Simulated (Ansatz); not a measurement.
The start is a relaxed Sr cell, doubled along one cell vector, shaken by Gaussian noise of σ = 0.08 Å a coordinate. Cell shape, volume and atoms are optimised at zero target pressure with PBEsol (plane waves to 420 eV, PAW, scalar-relativistic; Ansatz, a first-principles code). The first steps use a coarse 9×9×2 k-mesh.

Starting cell:
```
CELL_PARAMETERS angstrom
      4.18623     0.00000     0.00000
     -2.09312     3.62538     0.00000
      0.00000     0.00000    27.47956
ATOMIC_POSITIONS crystal
  Sr 0.00246 0.02204 0.99823
  Sr 0.98166 0.98366 0.50180
  Sr 0.98287 0.00084 0.25317
  Sr 0.00199 0.02869 0.75100
  Sr 0.34345 0.67906 0.12155
  Sr 0.34336 0.67226 0.62775
  Sr 0.63514 0.31761 0.37038
  Sr 0.64538 0.33373 0.87269
```

### Question
Which atoms feel the largest initial force, and how large is it?

### Answer
0.32 eV/Å, on Sr3, Sr7 (atoms numbered as listed).

### Question
By how much does the energy per atom fall from start to end?

### Answer
0.01 eV/atom.

### Question
Is the parent structure recovered?

### Answer
The parent structure is recovered, P6₃/mmc (No. 194).

### Question
What band gap does the relaxed structure have at this level?

### Answer
Zero (metallic).

It ends as:

Space group P6₃/mmc (No. 194); a = b = 4.1855 Å, c = 13.7404 Å, α = β = 90.00°, γ = 120.00°

```csv
atom,site,symmetry,x,y,z
Sr,2a,-3m.,0.0000,0.0000,0.0000
Sr,2d,-6m2,0.6667,0.3333,0.2500
```

Final values are on a 13×13×4 k-mesh of the relaxed cell. No spin polarisation in the result.

The relaxed structure here is a generated cell of Sr: the first start was made by placing the elements on the sites of a structure type, and the end was not matched to a known phase here, so it may be hypothetical. Known forms of Sr include space group No. 225.
